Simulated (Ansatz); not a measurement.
# Zone-centre phonons of ZrHgS3 at 4.3 GPa: input and output

Computed with DFT PBEsol, scalar-relativistic, plane waves, PAW in Ansatz.

Launched with:
```bash
ansatz run input.yaml --threads 1 --pin off --max-ram 1280MiB --backend cpu --events-out ev --progress --plain --runs-dir out
```

Input (bare energies are in eV):
```yaml
crystal:
  lattice:
    - [4.8562, 0.0, 0.0]
    - [0.0, 4.8562, 0.0]
    - [0.0, 0.0, 4.8562]
  atoms:
    - { symbol: Hg, position: [0.0, 0.0, 0.0] }
    - { symbol: Zr, position: [0.5, 0.5, 0.5] }
    - { symbol: S, position: [0.5, 0.5, 0.0] }
    - { symbol: S, position: [0.5, 0.0, 0.5] }
    - { symbol: S, position: [0.0, 0.5, 0.5] }
basis:
  ecutwfc: 420
kpoints:
  mp_grid: { grid: [8, 8, 8] }
hamiltonian:
  xc: pbesol
scf:
  occupations: { method: fermi_dirac, width: 0.15 }
output:
  eigenvalues: true
phonons:
  method: dfpt
  eigenvectors: true
```

The end of the output:
```
--- Phonons (Γ-DFPT): 4 representative perturbations + reference, on 125 of 512 k-points (Σ response iterations 29) ---
  k mesh reduced under 8 symmetry operations, with k and −k counted as one. Each operation leaves every solved displacement unchanged or reverses it
  ASR residual: 6.613e-4 → 0.000e0 eV/Å²; symmetrization residual: 4.440e-5 eV/Å²
  ASR residual per site (eV/Å²): 1.10e-6 6.61e-4 3.19e-5 3.19e-5 3.19e-5
  Γ frequencies (cm⁻¹): -105.92 -105.92 -105.92 -96.42 -96.42 -96.42 -31.91 -31.91 -31.91 0.00 0.00 0.00 378.14 378.14 378.14
  non-analytic LO–TO correction: not included (Born effective charges unavailable; polar crystals: no LO–TO splitting at Γ)
```

Its imaginary modes show that this cell, the ideal cubic perovskite prototype, isn't a minimum of the energy. In a metal, frequencies and elastic constants depend on the k mesh and the smearing, soft modes and shear constants most. Spin–orbit coupling is left out, which matters for heavy elements. A semilocal functional can close a gap that the real compound has.

Negative frequencies stand for imaginary ones: the cell is unstable against these modes.